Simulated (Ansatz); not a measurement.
An ordered 4-atom cell of CuLaTe2 on the rocksalt lattice (R-3m), relaxed with r2SCAN in the PAW code Ansatz. Space group R-3m (No. 166), trigonal; a = 4.476 Å, c = 20.249 Å in the conventional setting, 29.27 Å³ an atom. Cu has 6 Te at 2.97 Å; La has 6 Te at 3.21 Å; Te has 3 Cu at 2.97 Å and 3 La at 3.21 Å.

The axes x, y and z are those of this cell:
```yaml
crystal:
  lattice:
    - [2.23787, 1.29204, 6.74954]
    - [-2.23787, 1.29204, 6.74954]
    - [0.00000, -2.58407, 6.74954]
  atoms:
    - { symbol: Cu, position: [0.00000, 0.00000, 0.00000] }
    - { symbol: La, position: [0.50000, 0.50000, 0.50000] }
    - { symbol: Te, position: [0.26089, 0.26089, 0.26089] }
    - { symbol: Te, position: [0.73911, 0.73911, 0.73911] }
```

Unstrained: PBE gives an indirect gap of 0.783 eV, from k = (0.279, -1/2, -0.279) to F; the least direct gap is 1.235 eV at k = (0.577, 0, 0.423). With r2SCAN the valence top lies at k = (0.279, -1/2, -0.279) and the conduction bottom at F, 1.008 eV higher; the smallest vertical gap, at F, is 1.458 eV. With HSE06 the valence top lies at Γ and the conduction bottom at F, 1.328 eV higher; the smallest vertical gap, at k = (0.577, 0, 0.423), is 2.050 eV. Meshes: PBE 6×6×6, r2SCAN 6×6×6, HSE06 4×4×4. Strains are changes of length per length. After each strain the atoms were relaxed again with r2SCAN within the symmetry that the strain leaves, so tilts or polar shifts that break it weren't tested; points keep the names that they have in the unstrained zone. These are computed values for a spin-unpolarised cell that may be hypothetical; none is a measurement.

(1) Apply biaxial -0.41 % in x and y, z held. How far does the gap move, against the unstrained cell?

Results:

(1) HSE06: the gap goes from 1.328 to 1.303 eV (-0.025 eV); with HSE06 the top three valence levels at Γ, grouped 1+2 from the top over 631 meV, become 1+2 over 624 meV.

Spin-orbit coupling is left out, which matters wherever the heavy atoms make up the band edges.

Where an edge lies off the special points, it is a point of the mesh or the k point where a search put PBE's edge or least direct gap, reused for the other functionals, whose own edges may lie a little apart.

Coordinates of k points refer to the reciprocal vectors of the primitive cell of the runs.

The splittings at Γ are without spin-orbit coupling, which exceeds them in such compounds, regroups them and changes the shifts of the gap.
